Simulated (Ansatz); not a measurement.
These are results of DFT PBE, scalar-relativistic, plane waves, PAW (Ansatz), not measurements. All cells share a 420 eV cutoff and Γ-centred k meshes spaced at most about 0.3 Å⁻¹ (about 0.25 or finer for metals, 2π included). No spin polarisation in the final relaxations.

Temperature and zero-point effects are left out.

Two relaxed structures of HfAlO:

A. Space group P4_2/mmc (No. 131), tetragonal, a = 3.939 Å, c = 5.856 Å. Hf is surrounded by 4 O at 2.45 Å, 4 Al at 2.79 Å and 2 Hf at 2.93 Å; Al is surrounded by 4 O at 2.45 Å, 4 Hf at 2.79 Å and 2 Al at 2.93 Å; O is surrounded by 4 Al at 2.45 Å and 4 Hf at 2.45 Å.

B. Space group P4/nmm (No. 129), tetragonal, a = 3.345 Å, c = 7.641 Å. Around Hf lie 1 O at 2.17 Å, 4 O at 2.44 Å, 4 Al at 2.96 Å, 4 Hf at 3.35 Å and 4 Hf at 3.64 Å; Al has 4 Al at 2.37 Å and 4 Hf at 2.96 Å; O is surrounded by 1 Hf at 2.17 Å, 4 Hf at 2.44 Å and 4 O at 2.85 Å.

Problem. Which form is favoured at zero pressure, and by what margin per atom?

Solution. B is lower, by 0.92 eV/atom. A has space group P4_2/mmc (No. 131), 15.1 Å³/atom and no gap on its mesh; B has space group P4/nmm (No. 129), 14.3 Å³/atom and no gap. Counting O atoms around Al and Hf (those within 1.25 times the shortest such distance or 1.15 times the sum of covalent radii; a plus sign parts nearer from farther groups; the shortest distance is added where it is long for a bond), A has Hf 4, Al 4 from 2.5 Å and B has Hf 1+4, Al 4 from 3.5 Å. The denser one is the lower, and pressure would at first widen the difference. Both come from invented guesses.

Spin–orbit coupling, which can matter for Hf, is left out. Cells relaxed within their symmetry can be saddle points.
